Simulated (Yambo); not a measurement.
```
CELL_PARAMETERS angstrom
      0.00000     2.91241     2.91241
      2.91241     0.00000     2.91241
      2.91241     2.91241     0.00000
ATOMIC_POSITIONS crystal
  S  0.75000 0.75000 0.75000
  Cd 0.00000 0.00000 0.00000
```

CdS (zinc blende, space group F-43m, No. 216): mean Im ε in 1 eV windows above the direct gap of 2.18 eV, for different electron-hole kernels (Yambo, broadening 0.15 eV, PBEsol (Quantum ESPRESSO, PseudoDojo norm-conserving, 102 Ry, with spin-orbit coupling) bands; 6×6×6 mesh, 6 valence and 4 conduction bands, static screening with 60 bands and a 4 Ry block, scissor 1.19 eV, Tamm-Dancoff; field along x).

| window (eV) | independent quasiparticles | RPA (no attraction) | BSE |
|---|---|---|---|
| 2.2 to 3.2 | 1.8 | 1.7 | 1.9 |
| 3.2 to 4.2 | 2.7 | 2.6 | 4.9 |
| 4.2 to 5.2 | 4.3 | 4.1 | 5.4 |
| 5.2 to 6.2 | 5.4 | 4.9 | 6.0 |
| 6.2 to 7.2 | 6.5 | 5.6 | 5.2 |

This run doesn't resolve bound excitons or single peaks, so only averages are given, and they too depend on the mesh; weight that the attraction moves below the gap isn't listed. All transitions below 7.72 eV are in the band window. The scissor comes from a G0W0 run whose convergence isn't established.

Geometry relaxed with PBEsol.
